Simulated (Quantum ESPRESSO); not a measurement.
Simulation results for MgSc5AlIn (simulated cell), MgScAl6 (simulated cell)

All values are calculated (Quantum ESPRESSO 7.5). Calculation on a made-up metal alloy cell, not a measurement: no spin or spin-orbit, unrelaxed, 2900 K smearing, stress positive in tension, cell energy less fitted offsets; periodic Kohn-Sham density functional theory in plane waves with PseudoDojo standard norm-conserving scalar-relativistic pseudopotentials, each functional with its own files (v0.5 for PBE, v0.4.1 for LDA and PBEsol), eight atoms on drawn sites of a strained close-packed or body-centred lattice, each displaced and held fixed; the energy is the cell's free energy, ions and the entropy term -TS included, at the stated Fermi-Dirac width, less a fixed offset for each atom's element (shifted free energy); compositions with an open d shell lost a parallel starting moment in a cheaper test run, and other magnetic orders were not tried; an error bar is the largest change of its kind in a tighter rerun, never given below 0.002 eV, 0.02 GPa or 0.003 eV/angstrom, and covers cutoff and k-mesh only, not smearing or the files.

Common to all runs: lattice type hexagonal close-packed; functional pbe; cutoff 1143 eV; fermi dirac smearing 0.25 eV; electrons removed 0; run command mpirun -np 4 pw.x -nk 4 -in in.

Notes on all entries: a spin test at this wide smearing found no moment, but such smearing suppresses magnetism that the real alloy may have; lattice, volume and sites are drawn at random and may be unstable or far from any real phase; energies are for the whole cell, less offsets fitted to these runs, so they are not formation energies.

(1) 
```xyz
8
Lattice="0.0213 -0.0332 5.1940 6.4195 -0.0238 0.0268 -3.2303 5.7190 -0.0495" Properties=species:S:1:pos:R:3 formula=MgSc5AlIn run_processor=AMD_EPYC,Zen_5,virtual_cores k_mesh=5_x_4_x_4_shifted_half_a_step_off_Gamma_on_each_axis entropy_term_negative_ts=-1.997 pressure=-1.5 stress_xx=0.76 stress_yy=1.89 stress_zz=1.84 stress_yz=-0.14 stress_xz=0.21 stress_xy=0.86 shifted_free_energy=-0.363
Al    -0.0336     0.0083     0.0246
In    -1.6141     2.8461    -0.0387
Sc     3.2319    -0.0825     0.0780
Sc     1.6004     2.8323     0.0163
Mg     0.0003     1.8873     2.5460
Sc    -1.6142     4.7550     2.5657
Sc     3.1658     1.8811     2.5876
Sc     1.6164     4.7789     2.5886
```

Units: entropy_term_negative_ts, shifted_free_energy in eV; pressure, stress_xx, stress_yy, stress_zz, stress_yz, stress_xz, stress_xy in GPa.

Atoms:
```tsv
atoms element	atom site	atom energy offset (eV)
Al	1	-63.26
In	2	-1808.02
Sc	3	-1317.21
Sc	4	-1317.21
Mg	5	-1616.19
Sc	6	-1317.21
Sc	7	-1317.21
Sc	8	-1317.21
```

Forces:
```tsv
site	x (eV/Å)	y (eV/Å)	z (eV/Å)
1	0.027	-0.334	-0.023
2	-0.318	0.005	-0.001
3	0.02	0.418	-0.261
4	0.11	0.143	-0.162
5	0.032	-0.028	0.122
6	-0.212	0.015	0.092
7	0.247	-0.146	0.126
8	0.094	-0.075	0.107
```

Notes: error bars: energy 0.0044 eV, stress 0.061 GPa, force 0.0061 eV/Å, from a tighter rerun of a related cell, whose elements or sites may differ; 16 SCF iterations, 138 s of wall time on a shared machine.

(2) 
```xyz
8
Lattice="0.0213 -0.0332 5.1940 6.4195 -0.0238 0.0268 -3.2303 5.7190 -0.0495" Properties=species:S:1:pos:R:3 formula=MgSc5AlIn run_processor=AMD_EPYC,Zen_5,virtual_cores k_mesh=5_x_4_x_4_shifted_half_a_step_off_Gamma_on_each_axis
Al    -0.0336     0.0083     0.0246
In    -1.6141     2.8461    -0.0387
Sc     3.2319    -0.0825     0.0780
Sc     1.6004     2.8323     0.0163
Sc     0.0003     1.8873     2.5460
Mg    -1.6142     4.7550     2.5657
Sc     3.1658     1.8811     2.5876
Sc     1.6164     4.7789     2.5886
```

Atoms:
```tsv
atoms element	atom site	atom energy offset (eV)
Al	1	-63.26
In	2	-1808.02
Sc	3	-1317.21
Sc	4	-1317.21
Sc	5	-1317.21
Mg	6	-1616.19
Sc	7	-1317.21
Sc	8	-1317.21
```

Notes: error bars: energy 0.0044 eV, stress 0.061 GPa, force 0.0061 eV/Å, from a tighter rerun of this cell; 15 SCF iterations, 138 s of wall time on a shared machine.

(3) 
```xyz
8
Lattice="0.0213 -0.0332 5.1940 6.4195 -0.0238 0.0268 -3.2303 5.7190 -0.0495" Properties=species:S:1:pos:R:3 formula=MgSc5AlIn run_processor=AMD_EPYC,Zen_5,virtual_cores k_mesh=5_x_4_x_4_shifted_half_a_step_off_Gamma_on_each_axis
Al    -0.0336     0.0083     0.0246
In    -1.6141     2.8461    -0.0387
Sc     3.2319    -0.0825     0.0780
Sc     1.6004     2.8323     0.0163
Sc     0.0003     1.8873     2.5460
Sc    -1.6142     4.7550     2.5657
Sc     3.1658     1.8811     2.5876
Mg     1.6164     4.7789     2.5886
```

Atoms:
```tsv
atoms element	atom site	atom energy offset (eV)
Al	1	-63.26
In	2	-1808.02
Sc	3	-1317.21
Sc	4	-1317.21
Sc	5	-1317.21
Sc	6	-1317.21
Sc	7	-1317.21
Mg	8	-1616.19
```

Notes: error bars: energy 0.0044 eV, stress 0.061 GPa, force 0.0061 eV/Å, from a tighter rerun of a related cell, whose elements or sites may differ; 15 SCF iterations, 145 s of wall time on a shared machine.

(4) 
```xyz
8
Lattice="0.0094 0.0246 4.8707 5.9989 -0.0143 0.0116 -3.0119 5.0962 0.0205" Properties=species:S:1:pos:R:3 formula=MgScAl6 run_processor=Intel_Xeon,2023_or_later,virtual_cores k_mesh=6_x_6_x_6_shifted_half_a_step_off_Gamma_on_each_axis
Al    -0.0669     0.0709     0.1158
Al    -1.5825     2.5340     0.0567
Mg     2.7334    -0.0801    -0.0286
Al     1.5078     2.6483     0.0001
Al    -0.0529     1.8808     2.4400
Sc    -1.5493     4.3469     2.6343
Al     2.8451     1.6508     2.4186
Al     1.4299     4.3157     2.3791
```

Atoms:
```tsv
atoms element	atom site	atom energy offset (eV)
Al	1	-63.26
Al	2	-63.26
Mg	3	-1616.19
Al	4	-63.26
Al	5	-63.26
Sc	6	-1317.21
Al	7	-63.26
Al	8	-63.26
```

Notes: error bars: energy 0.0073 eV, stress 0.063 GPa, force 0.0069 eV/Å, from a tighter rerun of a related cell, whose elements or sites may differ; 11 SCF iterations, 190 s of wall time on a shared machine.

**Q.** What pressure does the calculation give for MgSc5AlIn (simulated cell) (entry 2)?
**A.** -1.48 GPa

**Q.** MgSc5AlIn (simulated cell) (entry 2): stress yy?
**A.** 1.97 GPa

**Q.** Give the missing stress zz for MgSc5AlIn (simulated cell) (entry 3).
**A.** 2.38 GPa

**Q.** Estimate the stress yy of MgScAl6 (simulated cell) (entry 4).
**A.** 1.72 GPa

**Q.** MgScAl6 (simulated cell) (entry 4): stress yz?
**A.** -0.16 GPa

**Q.** Give the table of forces values for MgScAl6 (simulated cell) (entry 4).
**A.** 
Forces:
```tsv
site	x (eV/Å)	y (eV/Å)	z (eV/Å)
1	-0.553	0.255	-0.12
2	-0.128	-0.493	0.15
3	1.413	0.726	0.808
4	-0.007	-0.121	-0.188
5	-0.026	-0.397	0.091
6	-1.348	-0.821	-1.035
7	0.524	0.771	0.029
8	0.124	0.081	0.265
```

Further results for MgSc5AlIn (simulated cell) (entry 2):

* entropy term negative ts: -1.988 eV
* stress xx: 0.67 GPa
* stress zz: 1.81 GPa
* stress yz: -0.24 GPa
* stress xz: 0.17 GPa
* stress xy: 0.95 GPa
* shifted free energy: -0.377 eV

Forces:
```tsv
site	x (eV/Å)	y (eV/Å)	z (eV/Å)
1	-0.232	0.079	-0.052
2	-0.165	-0.26	0.01
3	-0.008	0.374	-0.221
4	0.158	0.144	-0.175
5	-0.062	-0.14	0.126
6	-0.058	0.073	0.092
7	0.206	-0.074	0.136
8	0.161	-0.195	0.084
```

Further results for MgSc5AlIn (simulated cell) (entry 3):

* entropy term negative ts: -1.933 eV
* pressure: -2.17 GPa
* stress xx: 1.52 GPa
* stress yy: 2.61 GPa
* stress yz: -0.3 GPa
* stress xz: 0.25 GPa
* stress xy: 0.87 GPa
* shifted free energy: -0.783 eV

Forces:
```tsv
site	x (eV/Å)	y (eV/Å)	z (eV/Å)
1	0.202	0.021	-0.063
2	-0.11	-0.043	0.037
3	-0.034	0.442	-0.261
4	0.156	0.028	-0.177
5	-0.201	-0.106	0.15
6	-0.258	-0.121	0.096
7	0.3	-0.054	0.154
8	-0.055	-0.167	0.063
```

Further results for MgScAl6 (simulated cell) (entry 4):

- entropy term negative ts: -0.807 eV
- pressure: -1.3 GPa
- stress xx: 2.2 GPa
- stress zz: -0.007841 GPa
- stress xz: -0.99 GPa
- stress xy: -1.02 GPa
- shifted free energy: 0.638 eV
